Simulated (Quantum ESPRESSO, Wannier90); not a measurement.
## Wannier functions of YSi (Cmcm)

```
begin unit_cell_cart
ang
    0.0000000000    0.0000000000    3.8336500000
   -4.2866000000    0.0000000000    0.0000000000
    2.1433000000   -5.2837750000    0.0000000000
end unit_cell_cart
begin atoms_frac
Y   -0.2500000000  0.1406300000  0.2812600000
Y    0.2500000000 -0.1406300000 -0.2812600000
Si  -0.2500000000  0.4244800000 -0.1510400000
Si   0.2500000000 -0.4244800000  0.1510400000
end atoms_frac
```

Structure: Materials Project mp-9972, symmetrised, not relaxed again. Not found in the COD (Crystallography Open Database) copy used; not checked further. Level: PBEsol, spinors with spin-orbit coupling; pw.x of Quantum ESPRESSO at 58 Ry with PseudoDojo potentials, 4×4×4 k-points, Wannier90. Density: 8×8×8 mesh, cold smearing 0.01 Ry.

A tight-binding model is made by disentanglement and projection with no localisation steps (num_iter = 0), so the 52 orbitals stay atom-like: hydrogen-like Y: s;p;d; Si: s;p, axes along x, y, z; frozen window up to 3.00 eV relative to the Fermi level. It follows pw.x to 27 meV rms for states up to 1.0 eV relative to the Fermi level. Matrix elements depend on this choice of orbitals and windows. The run ended at its step limit with the spread still drifting slowly, so a lower minimum may lie further on.

What are the on-site energies relative to the Fermi level, and how fast do the hoppings decay?


```csv
atom,orbitals,energy (eV)
Y1,s↑ s↓,4.21
Y1,pz↑ pz↓,8.57
Y1,px↑ px↓,8.16
Y1,py↑ py↓,8.50
Y1,dz2↑ dz2↓,3.26
Y1,dxz↑ dxz↓,3.69
Y1,dyz↑ dyz↓,3.49
Y1,dx2-y2↑ dx2-y2↓,3.48
Y1,dxy↑ dxy↓,3.22
Y2,s↑ s↓,4.21
Y2,pz↑ pz↓,8.57
Y2,px↑ px↓,8.16
Y2,py↑ py↓,8.50
Y2,dz2↑ dz2↓,3.26
Y2,dxz↑ dxz↓,3.69
Y2,dyz↑ dyz↓,3.49
Y2,dx2-y2↑ dx2-y2↓,3.48
Y2,dxy↑ dxy↓,3.22
Si3,s↑ s↓,-4.54
Si3,pz↑ pz↓,2.61
Si3,px↑ px↓,2.47
Si3,py↑ py↓,2.50
Si4,s↑ s↓,-4.54
Si4,pz↑ pz↓,2.61
Si4,px↑ px↓,2.47
Si4,py↑ py↓,2.50
```

```json
[
 {"distance of the centres (Å)": "2–3", "largest modulus (eV)": "1.9"},
 {"distance of the centres (Å)": "3–4", "largest modulus (eV)": "2.1"},
 {"distance of the centres (Å)": "4–5", "largest modulus (eV)": "0.81"},
 {"distance of the centres (Å)": "5–6", "largest modulus (eV)": "0.34"},
 {"distance of the centres (Å)": "6–7", "largest modulus (eV)": "0.21"}
]
```
